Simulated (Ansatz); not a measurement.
SnC:
```
CELL_PARAMETERS angstrom
      0.00000     2.54360     2.54360
      2.54360     0.00000     2.54360
      2.54360     2.54360     0.00000
ATOMIC_POSITIONS crystal
  Sn 0.00000 0.00000 0.00000
  C  0.25000 0.25000 0.25000
```

Relaxed with PBE. Special points in fractions of this cell's reciprocal vectors: Γ (0.000, 0.000, 0.000); X (0.500, 0.000, 0.500); U (0.625, 0.250, 0.625); K (0.375, 0.375, 0.750); L (0.500, 0.500, 0.500); W (0.500, 0.250, 0.750).

List the band energies nearest the valence-band maximum at these points for the program Ansatz at the PBE level (PAW).

In eV from the valence-band maximum; about four levels below and three above (degenerate sets whole), none deeper than 8.9 eV; … stands for higher levels left out; points with the same levels are listed once.

```json
[
 {"k": "Γ", "below": "0.00 0.00 0.00", "above": "0.62 …"},
 {"k": "X", "below": "-7.25 -2.94 -2.94", "above": "1.30 3.33 9.12"},
 {"k": "U", "below": "-7.03 -4.43 -2.43", "above": "2.57 5.13 8.51"},
 {"k": "L", "below": "-7.43 -1.16 -1.16", "above": "2.05 6.41 6.41"},
 {"k": "W", "below": "-7.00 -3.99 -3.81", "above": "4.29 5.42 6.68"}
]
```

Space group F-43m (zinc blende). The start of the workflow was typed in or built on a structure type; neither database checked (COD, Materials Project) lists it. Its standing as an ambient phase is unchecked. The cell was relaxed with PBE under the symmetry of its start; whether a distortion lowers the energy is not shown. Its formation energy is positive at this level, so the cell may be metastable or incomplete. Spin–orbit coupling is left out wherever it is not named.

Potentials: the later of the program's two PAW sets.
